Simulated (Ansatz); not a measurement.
AlCo (CsCl type, space group No. 221) under volume change, the program Ansatz at the LDA level (PAW), scaled uniformly.

```json
[
 {"V (Å³/atom)": "9.920", "E − E(relaxed) (meV/atom)": "67.3", "P (GPa)": "23.92"},
 {"V (Å³/atom)": "10.247", "E − E(relaxed) (meV/atom)": "28.2", "P (GPa)": "14.63"},
 {"V (Å³/atom)": "10.574", "E − E(relaxed) (meV/atom)": "6.7", "P (GPa)": "6.72"},
 {"V (Å³/atom)": "10.901", "E − E(relaxed) (meV/atom)": "0.0", "P (GPa)": "-0.02"},
 {"V (Å³/atom)": "11.228", "E − E(relaxed) (meV/atom)": "6.1", "P (GPa)": "-5.78"},
 {"V (Å³/atom)": "11.555", "E − E(relaxed) (meV/atom)": "23.0", "P (GPa)": "-10.69"},
 {"V (Å³/atom)": "11.882", "E − E(relaxed) (meV/atom)": "49.2", "P (GPa)": "-14.88"}
]
```

### Question
What does a third-order Birch–Murnaghan fit give for V₀, B₀ and B′?

### Answer
V₀ = 10.90 Å³/atom, B₀ = 207 GPa, B′ = 4.3.

Space group Pm-3m (CsCl type). The LDA relaxation kept the symmetry of its start. The run is not spin-polarised.

Potentials: the earlier of the program's two PAW sets. The files were generated under PBE; for other functionals the program regenerates the frozen cores, and for LDA and PBEsol the local potential too.
